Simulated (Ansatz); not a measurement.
## AlGeO3 in Ansatz, relaxation

The command:

```bash
ansatz run input.yaml --threads 2 --pin off --max-ram 3584MiB --backend cpu --events-out ev --progress --plain --runs-dir out
```

input.yaml:

```yaml
crystal:
  lattice:
    - [2.484564, 1.434468, 4.031749]
    - [-2.484564, 1.434468, 4.031749]
    - [0.0, -2.868926, 4.031749]
  atoms:
    - { symbol: O, position: [0.7943, 0.7057, 0.25] }
    - { symbol: O, position: [0.25, 0.7943, 0.7057] }
    - { symbol: O, position: [0.7057, 0.25, 0.7943] }
    - { symbol: O, position: [0.2057, 0.2943, 0.75] }
    - { symbol: O, position: [0.75, 0.2057, 0.2943] }
    - { symbol: O, position: [0.2943, 0.75, 0.2057] }
    - { symbol: Ge, position: [0.25, 0.25, 0.25] }
    - { symbol: Ge, position: [0.75, 0.75, 0.75] }
    - { symbol: Al, position: [0.0, 0.0, 0.0] }
    - { symbol: Al, position: [0.5, 0.5, 0.5] }
  symmetry: { tolerance: 0.0003 }
kpoints:
  mp_grid: { grid: [5, 5, 5], shift: [0, 0, 0] }
magnetization:
  spin_polarized: false
scf:
  occupations: { method: fermi_dirac, width: 0.0328 }
  lower_state_search: "off"
hamiltonian:
  pseudopotentials: { kind: paw }
  xc: pbe
basis:
  ecutwfc: 420
  fft_grid_basis: typed
relax:
  max_steps: 40
output:
  forces: true
  stress: true
  eigenvalues: true
  bader: true
  populations: true
  elf: true
  write_potential: true
  volumetric_format: npy
  dos:
    e_range: [-12, 8]
    de: 0.05
    projected: { site_lists: { Al: [Al], Ge: [Ge], O: [O] } }
  write_density: true
checkpoint:
  read: saved_state
```

Origin of the cell: a known structure type with other elements, at an estimated volume, so it need not be a known compound.

The saved state is a converged single point of the same cell.

Steps:

```
step  ΔF (meV/atom)  max force component (eV/Å)  SCF iterations  step was
   1            0.0                       1.799               6  accepted
   2         -108.7                       1.757               6  accepted
   3         -245.7                       0.269               7  accepted
   4         -246.7                       0.170               6  accepted
   5         -247.3                       0.003               6  accepted
   6         -247.3                       0.003               6  accepted
```

Step 1, with forces in eV/Å:

```xyz
10
Lattice="2.485 1.434 4.032 -2.485 1.434 4.032 0.000 -2.869 4.032" Properties=species:S:1:pos:R:3:forces:R:3 pbc="T T T" step=1
O     0.220    1.434    7.056    1.799    0.000    0.000
O    -1.352   -0.527    7.056   -0.900    1.558    0.000
O     1.132   -0.908    7.056   -0.900   -1.558    0.000
O    -0.220   -1.434    5.040   -1.799    0.000    0.000
O     1.352    0.527    5.040    0.900   -1.558    0.000
O    -1.132    0.908    5.040    0.900    1.558    0.000
Ge    0.000    0.000    3.024    0.000    0.000    0.000
Ge    0.000    0.000    9.071    0.000    0.000    0.000
Al    0.000    0.000    0.000    0.000    0.000    0.000
Al    0.000    0.000    6.048    0.000    0.000    0.000
```

Step 2, with forces in eV/Å:

```xyz
10
Lattice="2.485 1.434 4.032 -2.485 1.434 4.032 0.000 -2.869 4.032" Properties=species:S:1:pos:R:3:forces:R:3 pbc="T T T" step=2
O     0.320    1.434    7.056    1.757    0.000    0.000
O    -1.402   -0.440    7.056   -0.878    1.521    0.000
O     1.083   -0.994    7.056   -0.878   -1.521    0.000
O    -0.320   -1.434    5.040   -1.757    0.000    0.000
O     1.402    0.440    5.040    0.878   -1.521    0.000
O    -1.083    0.994    5.040    0.878    1.521    0.000
Ge    0.000    0.000    3.024    0.000    0.000    0.000
Ge    0.000    0.000    9.071    0.000    0.000    0.000
Al    0.000    0.000    0.000    0.000    0.000    0.000
Al    0.000    0.000    6.048    0.000    0.000    0.000
```

Step 3, with forces in eV/Å:

```xyz
10
Lattice="2.485 1.434 4.032 -2.485 1.434 4.032 0.000 -2.869 4.032" Properties=species:S:1:pos:R:3:forces:R:3 pbc="T T T" step=3
O     0.515    1.434    7.056    0.269    0.000    0.000
O    -1.500   -0.272    7.056   -0.135    0.233    0.000
O     0.985   -1.163    7.056   -0.135   -0.233    0.000
O    -0.515   -1.434    5.040   -0.269    0.000    0.000
O     1.500    0.272    5.040    0.135   -0.233    0.000
O    -0.985    1.163    5.040    0.135    0.233    0.000
Ge    0.000    0.000    3.024    0.000    0.000    0.000
Ge    0.000    0.000    9.071    0.000    0.000    0.000
Al    0.000    0.000    0.000    0.000    0.000    0.000
Al    0.000    0.000    6.048    0.000    0.000    0.000
```

Step 4, with forces in eV/Å:

```xyz
10
Lattice="2.485 1.434 4.032 -2.485 1.434 4.032 0.000 -2.869 4.032" Properties=species:S:1:pos:R:3:forces:R:3 pbc="T T T" step=4
O     0.546    1.434    7.056   -0.170    0.000    0.000
O    -1.516   -0.244    7.056    0.085   -0.147    0.000
O     0.969   -1.190    7.056    0.085    0.147    0.000
O    -0.546   -1.434    5.040    0.170    0.000    0.000
O     1.516    0.244    5.040   -0.085    0.147    0.000
O    -0.969    1.190    5.040   -0.085   -0.147    0.000
Ge    0.000    0.000    3.024    0.000    0.000    0.000
Ge    0.000    0.000    9.071    0.000    0.000    0.000
Al    0.000    0.000    0.000    0.000    0.000    0.000
Al    0.000    0.000    6.048    0.000    0.000    0.000
```

Step 6, with forces in eV/Å:

```xyz
10
Lattice="2.485 1.434 4.032 -2.485 1.434 4.032 0.000 -2.869 4.032" Properties=species:S:1:pos:R:3:forces:R:3 pbc="T T T" step=6
O     0.535    1.434    7.056   -0.003    0.000    0.000
O    -1.510   -0.254    7.056    0.001   -0.002    0.000
O     0.975   -1.180    7.056    0.001    0.002    0.000
O    -0.535   -1.434    5.040    0.003    0.000    0.000
O     1.510    0.254    5.040   -0.001    0.002    0.000
O    -0.975    1.180    5.040   -0.001   -0.002    0.000
Ge    0.000    0.000    3.024    0.000    0.000    0.000
Ge    0.000    0.000    9.071    0.000    0.000    0.000
Al    0.000    0.000    0.000    0.000    0.000    0.000
Al    0.000    0.000    6.048    0.000    0.000    0.000
```

```yaml
Free_energy_lowered_by: 247.3 meV/atom
Final_pressure: 31.39 GPa
Relaxation_steps_listed: 6
```

Caveats: no spin, though holes on the anions or broken bonds may carry moments; the SCF threshold is looser than advised for a stress; the k mesh is coarse if the cell is a metal; the relaxation held the start's symmetry, so the end may be a saddle point.

Time: 59 s on 2 threads of Arm Neoverse V1 (shared host), peak memory 0.41 GiB, from a saved density.
